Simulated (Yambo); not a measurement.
## Bethe-Salpeter results for Sc₂Si₂O₇

```
Sc2Si2O7
1.0
    3.26019    -4.25767     0.00000
    3.26019     4.25767     0.00000
   -1.03393     0.00000     4.57612
O Si Sc
7 2 2
Direct
  0.92152   0.60672   0.78659
  0.07848   0.39328   0.21341
  0.39328   0.07848   0.21341
  0.60672   0.92152   0.78659
  0.00000   0.00000   0.50000
  0.60632   0.60632   0.28014
  0.39368   0.39368   0.71986
  0.22372   0.22372   0.40802
  0.77628   0.77628   0.59198
  0.30968   0.69032   0.00000
  0.69032   0.30968   0.00000
```

The geometry is that of Materials Project entry mp-5594, symmetrised and not relaxed again.

BSE in Yambo on PBEsol (Quantum ESPRESSO, PseudoDojo norm-conserving, 84 Ry, no spin-orbit coupling) bands: 4×4×4 mesh, 18 valence and 12 conduction bands, static screening with 83 bands and a 3 Ry block, scissor 3.03 eV, Tamm-Dancoff; field along x.

```json
[
 {"state": "1", "energy (eV)": "6.45", "states within 2 meV": "1", "relative strength": "< 0.01", "class": "weak", "main transitions": "VB → CB (73 %)"},
 {"state": "2", "energy (eV)": "6.56", "states within 2 meV": "1", "relative strength": "< 0.01", "class": "dark", "main transitions": "VB → CB (60 %)"},
 {"state": "3", "energy (eV)": "6.75", "states within 2 meV": "1", "relative strength": "< 0.01", "class": "dark", "main transitions": "several band pairs"},
 {"state": "4", "energy (eV)": "6.85", "states within 2 meV": "2", "relative strength": "1.00", "class": "strong", "main transitions": "several band pairs"},
 {"state": "5", "energy (eV)": "6.88", "states within 2 meV": "1", "relative strength": "< 0.01", "class": "dark", "main transitions": "several band pairs"},
 {"state": "6", "energy (eV)": "6.90", "states within 2 meV": "1", "relative strength": "< 0.01", "class": "dark", "main transitions": "several band pairs"}
]
```

These are vertical excitations (zero momentum); the indirect quasiparticle gap, about 7.35 eV, is smaller than the direct one (7.57 eV on the GW mesh). The direct quasiparticle gap on this mesh is 7.57 eV; counted from there, state 1 is bound by 1.12 eV. Convergence with the mesh was not shown.

Spin singlets only. Strengths are relative to the strongest of the lowest states of this run; strong means a line over 3 % of the spectrum's maximum, dark under 0.03 %. Absolute energies carry the error of the G0W0 scissor, whose convergence isn't established; the long-wavelength screening was taken along (1,1,1) although the crystal is anisotropic.
